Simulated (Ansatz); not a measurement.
Data:

SiSnO3:
```
SiSnO3
1.0
    3.46541     0.00000     0.00000
    0.00000     3.46541     0.00000
    0.00000     0.00000     4.69162
Si Sn O
1 1 3
Direct
  0.50000   0.50000   0.49034
  0.00000   0.00000   0.01500
  0.50000   0.50000   0.83796
  0.50000   0.00000   0.38135
  0.00000   0.50000   0.38135
```

This is the PBEsol-relaxed structure. Tensor components refer to the Cartesian frame of this cell.

**Question.** All from DFT-PBEsol in the program Ansatz with PAW potentials, unless another level is named. Predict the highest zone-centre frequency (without LO–TO term).

**Answer.** 863 cm⁻¹.

**Question.** Give the piezoelectric stress constants (proper, relaxed ions, C/m²).

**Answer.** e15 = e24 = 6.12, e31 = e32 = 1.24, e33 = 1.39.

**Question.** And the Poisson's ratio?

**Answer.** 0.30.

Space group P4mm. The cell is a constructed one: a structure type filled with these elements; neither database checked (COD, Materials Project) lists it. Whether it is the stable phase at ambient conditions was not checked. The PBEsol relaxation kept the symmetry of its start; its stability against distortions is not shown here. Signs of piezoelectric constants follow the polarity of the cell as given. Scalar-relativistic: spin–orbit coupling is off unless named, which matters more the heavier the elements.

Potentials: the later of the program's two PAW sets.
